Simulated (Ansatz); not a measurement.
## Relaxation of Li

Method: DFT r2SCAN, scalar-relativistic, plane waves, PAW (Ansatz). Run with 500 eV cutoff, 18×18×6 k-mesh, Gaussian smearing of 0.10 eV, no spin polarisation.

What was changed: relaxed at 25 GPa.

Other phases may be more stable at this pressure.

Command:

```bash
ansatz run input.yaml --threads 1 --pin off --max-ram 2560MiB --backend cpu --events-out ev --progress --plain --runs-dir out
```

Input:

```yaml
crystal:
  lattice:
    - [2.5955117237, 0.0, 0.0]
    - [-1.2977558618, 2.2477790885, 0.0]
    - [0.0, 0.0, 8.5390718661]
  atoms:
    - { symbol: Li, position: [0.0, 0.0, 0.0] }
    - { symbol: Li, position: [0.3333333333, 0.6666666667, 0.25] }
    - { symbol: Li, position: [0.0, 0.0, 0.5] }
    - { symbol: Li, position: [0.6666666667, 0.3333333333, 0.75] }
basis:
  ecutwfc: 500
kpoints:
  mp_grid: { grid: [18, 18, 6] }
hamiltonian:
  xc: r2scan
scf:
  occupations: { method: gaussian, width: 0.1 }
output:
  forces: true
  stress: true
  eigenvalues: true
relax:
  adjacent_minimum: "off"
  f_tol: 0.008
  max_steps: 50
  cell: { stress_tol: 0.08, p_target: 25.0 }
```

F is the free energy. Steps run on the plane waves of an earlier cell, but the last one, and at times one on the way, on a freshly chosen basis, so a repeated geometry can differ a little in energy. The relaxation lowers the enthalpy F + PV at the target pressure, so F itself can rise.

Steps:

| step | F − F(1) (eV) | largest force component (eV/Å) | V (Å³/atom) | P (GPa) |
| --- | --- | --- | --- | --- |
| 1 | 0.0000 | 0.000 | 12.455 | 16.16 |
| 2 | 0.8894 | 0.000 | 10.749 | 26.54 |
| 3 | 0.7466 | 0.000 | 10.972 | 24.86 |
| 4 | 0.7587 | 0.000 | 10.952 | 25.00 |
| 5 | 0.7593 | 0.000 | 10.952 | 25.00 |

Relaxed structure:

```xyz
4
Lattice="2.4879 0.0000 0.0000 -1.2439 2.1546 0.0000 0.0000 0.0000 8.1730" Properties=species:S:1:pos:R:3 pbc="T T T"
Li    0.0000    0.0000    0.0000
Li    0.0000    1.4364    2.0432
Li    0.0000    0.0000    4.0865
Li    1.2439    0.7182    6.1297
```

It takes space group P6_3/mmc (No. 194, hexagonal). Conventional cell: a = 2.488 Å, b = 2.488 Å, c = 8.173 Å, α = 90.00°, β = 90.00°, γ = 120.00°. Li (site symmetry -3m) is surrounded by 12 Li at 2.49 to 2.50 Å. Around Li (site symmetry -6m2) lie 12 Li at 2.49 to 2.50 Å.

The run converged. Time: 77 s on 1 thread of Arm Neoverse N1, on a shared host, peak memory 0.38 GiB.